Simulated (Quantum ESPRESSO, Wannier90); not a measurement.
Tight-binding from DFT: Ga₂BiAs (P-4m2)

Cell from Materials Project (mp-1018076), symmetrised, no further relaxation. Not found in the COD (Crystallography Open Database) copy used; not checked further. Level: PBEsol, no spin polarisation, no spin-orbit coupling; pw.x of Quantum ESPRESSO at 68 Ry with PseudoDojo potentials, 6×6×4 k-points, Wannier90. Density: 8×8×6 mesh, cold smearing 0.01 Ry. Spin-orbit coupling is left out although heavy elements are present.

On the energy scale of pw.x, whose zero is arbitrary, the Fermi level lies at 7.78 eV.

Input w.win:

```
num_bands = 26
num_wann = 16
exclude_bands = 1-20
num_iter = 1000
conv_tol = 1.0e-6
conv_window = 4
dis_num_iter = 1000
dis_conv_tol = 1.0e-6
dis_froz_max = 9.28
write_hr = true
write_u_matrices = true
begin projections
Ga: s;p
Bi: s;p
As: s;p
end projections
begin unit_cell_cart
ang
    4.3001400000    0.0000000000    0.0000000000
    0.0000000000    4.3001400000    0.0000000000
    0.0000000000    0.0000000000    6.1458600000
end unit_cell_cart
begin atoms_frac
Ga   0.5000000000  0.0000000000 -0.2742600000
Ga   0.0000000000  0.5000000000  0.2742600000
Bi   0.0000000000  0.0000000000  0.0000000000
As   0.5000000000  0.5000000000  0.5000000000
end atoms_frac
mp_grid = 6 6 4
begin kpoints
0.0000000000 0.0000000000 0.0000000000
0.0000000000 0.0000000000 0.2500000000
0.0000000000 0.0000000000 0.5000000000
... (141 more lines: the 6x6x4 mesh through Gamma)
end kpoints
```

Input of pw2wannier90.x that gives the overlap and projection files (equivalent; here they were cut from one run over all bands):

```
&inputpp
  outdir = './out'
  prefix = 'pwscf'
  seedname = 'w'
  write_amn = .true.
  write_mmn = .true.
/
```

Output w.wout (banner and timings cut):

```
                                    ------
                                    SYSTEM
                                    ------

                              Lattice Vectors (Ang)
                    a_1     4.300140   0.000000   0.000000
                    a_2     0.000000   4.300140   0.000000
                    a_3     0.000000   0.000000   6.145860

                   Unit Cell Volume:     113.64435  (Ang^3)

                        Reciprocal-Space Vectors (Ang^-1)
                    b_1     1.461158   0.000000   0.000000
                    b_2     0.000000   1.461158   0.000000
                    b_3     0.000000   0.000000   1.022344

 *----------------------------------------------------------------------------*
 |   Site       Fractional Coordinate          Cartesian Coordinate (Ang)     |
 +----------------------------------------------------------------------------+
 | ga   1   0.50000   0.00000  -0.27426   |    2.15007   0.00000  -1.68556    |
 | ga   2   0.00000   0.50000   0.27426   |    0.00000   2.15007   1.68556    |
 | bi   1   0.00000   0.00000   0.00000   |    0.00000   0.00000   0.00000    |
 | as   1   0.50000   0.50000   0.50000   |    2.15007   2.15007   3.07293    |
 *----------------------------------------------------------------------------*
                                ------------
                                K-POINT GRID
                                ------------

             Grid size =  6 x  6 x  4      Total points =  144

 *---------------------------------- MAIN ------------------------------------*
 |  Number of Wannier Functions               :                16             |
 |  Number of Objective Wannier Functions     :                16             |
 |  Number of input Bloch states              :                26             |
 |  Output verbosity (1=low, 5=high)          :                 1             |
 |  Timing Level (1=low, 5=high)              :                 1             |
 |  Optimisation (0=memory, 3=speed)          :                 3             |
 |  Length Unit                               :               Ang             |
 |  Post-processing setup (write *.nnkp)      :                 F             |
 |  Using Gamma-only branch of algorithms     :                 F             |
 *----------------------------------------------------------------------------*
 *------------------------------- WANNIERISE ---------------------------------*
 |  Total number of iterations                :              1000             |
 |  Number of CG steps before reset           :                 5             |
 |  Trial step length for line search         :             2.000             |
 |  Convergence tolerence                     :         0.100E-05             |
 |  Convergence window                        :                 4             |
 |  Iterations between writing output         :                 1             |
 |  Iterations between backing up to disk     :               100             |
 |  Write r^2_nm to file                      :                 F             |
 |  Write xyz WF centres to file              :                 F             |
 |  Write on-site energies <0n|H|0n> to file  :                 F             |
 |  Use guiding centre to control phases      :                 F             |
 |  Use phases for initial projections        :                 F             |
 *----------------------------------------------------------------------------*
 *------------------------------- DISENTANGLE --------------------------------*
 |  Using band disentanglement                :                 T             |
 |  Total number of iterations                :              1000             |
 |  Mixing ratio                              :             0.500             |
 |  Convergence tolerence                     :         1.000E-06             |
 |  Convergence window                        :                 3             |
 *----------------------------------------------------------------------------*
 *-------------------------------- PLOTTING ----------------------------------*
 |  Plotting Hamiltonian in WF basis          :                 T             |
 *----------------------------------------------------------------------------*

       ... (k-mesh section left out)

 Starting a new Wannier90 calculation ...

 Reading overlaps from w.mmn

 Reading projections from w.amn

 *------------------------------- DISENTANGLE --------------------------------*
 +----------------------------------------------------------------------------+
 |                              Energy  Windows                               |
 |                              ---------------                               |
 |                   Outer:   -4.49954  to   22.34468  (eV)                   |
 |                   Inner:   -4.49954  to    9.28000  (eV)                   |
 +----------------------------------------------------------------------------+
   Number of target bands to extract:   16

                   Unitarised projection of Wannier functions
                   ------------------------------------------
   A_mn = <psi_m|g_n> --> S = A.A^+ --> U = S^-1/2.A
   In dis_project... done
   Using an inner window (linner = T)
   In dis_proj_froz... done

                   Extraction of optimally-connected subspace
                   ------------------------------------------
 +---------------------------------------------------------------------+<-- DIS
 |  Iter     Omega_I(i-1)      Omega_I(i)      Delta (frac.)           |<-- DIS
 +---------------------------------------------------------------------+<-- DIS
       1      36.30512781      31.81144379       1.413E-01    <-- DIS
       2      32.56676282      30.49134211       6.807E-02    <-- DIS
       3      31.19972691      29.64533186       5.243E-02    <-- DIS
       4      30.15589489      29.03515777       3.860E-02    <-- DIS
       5      29.38382756      28.58270811       2.803E-02    <-- DIS
       6      28.81421380      28.24136336       2.028E-02    <-- DIS
       ... (lines left out)
      58      26.84155256      26.84152773       9.251E-07    <-- DIS
      59      26.84108872      26.84108498       1.392E-07    <-- DIS
      60      26.84066170      26.84067692      -5.671E-07    <-- DIS

             <<<      Delta < 1.000E-06  over  3 iterations     >>>
             <<< Disentanglement convergence criteria satisfied >>>

        Final Omega_I    26.84067692 (Ang^2)

 +----------------------------------------------------------------------------+

 Writing checkpoint file w.chk... done

 *------------------------------- WANNIERISE ---------------------------------*
 +--------------------------------------------------------------------+<-- CONV
 | Iter  Delta Spread     RMS Gradient      Spread (Ang^2)            |<-- CONV
 +--------------------------------------------------------------------+<-- CONV

 ------------------------------------------------------------------------------
 Initial State
  WF centre and spread    1  (  2.150070,  0.000000, -1.681691 )     2.02558088
  WF centre and spread    2  (  2.150070, -0.000000, -1.682951 )     2.84637538
  WF centre and spread    3  (  2.150070,  0.000000, -1.872927 )     2.85001064
  WF centre and spread    4  (  2.150070,  0.000000, -1.500146 )     2.83110942
  WF centre and spread    5  ( -0.000000,  2.150070,  1.681722 )     2.02564271
  WF centre and spread    6  ( -0.000000,  2.150070,  1.682693 )     2.84815461
  WF centre and spread    7  ( -0.000000,  2.150070,  1.500009 )     2.83226386
  WF centre and spread    8  (  0.000000,  2.150070,  1.872520 )     2.84958127
  WF centre and spread    9  (  0.000000,  0.000000, -0.000004 )     1.66082237
  WF centre and spread   10  ( -0.000000, -0.000000,  0.000005 )     2.80731655
  WF centre and spread   11  (  0.000000,  0.000000,  0.195817 )     2.77614890
  WF centre and spread   12  ( -0.000000, -0.000000, -0.196079 )     2.77586793
  WF centre and spread   13  (  2.150070,  2.150070,  3.072918 )     1.43555953
  WF centre and spread   14  (  2.150070,  2.150070,  3.072944 )     2.16809508
  WF centre and spread   15  (  2.150070,  2.150070,  3.205193 )     2.13830908
  WF centre and spread   16  (  2.150070,  2.150070,  2.940397 )     2.13658836
  Sum of centres and spreads ( 17.200560, 17.200560, 12.290418 )    39.00742658

      0     0.390E+02     0.0000000000       39.0074265457  <-- CONV
        O_D=      0.0687241 O_OD=     12.0980255 O_TOT=     39.0074265 <-- SPRD
 ------------------------------------------------------------------------------
      1    -0.190E+00     0.5049316687       38.8177324753  <-- CONV
        O_D=      0.0689684 O_OD=     11.9080872 O_TOT=     38.8177325 <-- SPRD
      2    -0.244E+00     0.5269900040       38.5734319703  <-- CONV
        O_D=      0.0782225 O_OD=     11.6545325 O_TOT=     38.5734320 <-- SPRD
      3    -0.161E+00     0.5238240082       38.4127404446  <-- CONV
        O_D=      0.0773671 O_OD=     11.4946964 O_TOT=     38.4127404 <-- SPRD
      4    -0.563E-01     0.3440591563       38.3563938725  <-- CONV
        O_D=      0.0748749 O_OD=     11.4408420 O_TOT=     38.3563939 <-- SPRD
      5    -0.208E-01     0.2018324195       38.3355641647  <-- CONV
        O_D=      0.0741801 O_OD=     11.4207072 O_TOT=     38.3355642 <-- SPRD
       ... (lines left out)
    100    -0.381E-01     0.2114852738       36.1948050393  <-- CONV
        O_D=      0.0662018 O_OD=      9.2879263 O_TOT=     36.1948050 <-- SPRD
       ... (lines left out)
    200    -0.288E-01     0.2229412833       31.6163747850  <-- CONV
        O_D=      0.0394493 O_OD=      4.7362486 O_TOT=     31.6163748 <-- SPRD
       ... (lines left out)
    300    -0.123E-03     0.0134589901       30.3502386085  <-- CONV
        O_D=      0.0287685 O_OD=      3.4807932 O_TOT=     30.3502386 <-- SPRD
       ... (lines left out)
    359    -0.666E-06     0.0009900845       30.3485948428  <-- CONV
        O_D=      0.0287476 O_OD=      3.4791703 O_TOT=     30.3485948 <-- SPRD
    360    -0.554E-06     0.0008890003       30.3485942883  <-- CONV
        O_D=      0.0287477 O_OD=      3.4791697 O_TOT=     30.3485943 <-- SPRD
    361    -0.801E-06     0.0008435506       30.3485934878  <-- CONV
        O_D=      0.0287477 O_OD=      3.4791688 O_TOT=     30.3485935 <-- SPRD
             <<<     Delta < 1.000E-06  over  4 iterations     >>>
             <<< Wannierisation convergence criteria satisfied >>>
 Final State
  WF centre and spread    1  (  2.149488,  0.610642, -1.234575 )     1.99553155
  WF centre and spread    2  (  2.802313,  0.000399, -2.133553 )     2.00348637
  WF centre and spread    3  (  1.497822, -0.000325, -2.133547 )     2.00346878
  WF centre and spread    4  (  2.150657, -0.610720, -1.234695 )     1.99556734
  WF centre and spread    5  (  0.610806,  2.149485,  1.234037 )     1.99614627
  WF centre and spread    6  ( -0.000063,  1.497468,  2.133250 )     2.00340432
  WF centre and spread    7  ( -0.611439,  2.150654,  1.235021 )     1.99646449
  WF centre and spread    8  (  0.000672,  2.802674,  2.133247 )     2.00340936
  WF centre and spread    9  (  0.000116,  0.614087, -0.432627 )     1.99388712
  WF centre and spread   10  ( -0.614070, -0.000119,  0.432503 )     1.99413763
  WF centre and spread   11  (  0.614073,  0.000119,  0.432496 )     1.99415796
  WF centre and spread   12  ( -0.000120, -0.614088, -0.432627 )     1.99389445
  WF centre and spread   13  (  2.150356,  1.619779,  2.705933 )     1.59341426
  WF centre and spread   14  (  2.679985,  2.150035,  3.440201 )     1.59416260
  WF centre and spread   15  (  1.619365,  2.149900,  3.439082 )     1.59406885
  WF centre and spread   16  (  2.150552,  2.680572,  2.706232 )     1.59339217
  Sum of centres and spreads ( 17.200513, 17.200563, 12.290376 )    30.34859352

         Spreads (Ang^2)       Omega I      =    26.840676924
        ================       Omega D      =     0.028747744
                               Omega OD     =     3.479168820
    Final Spread (Ang^2)       Omega Total  =    30.348593488
```
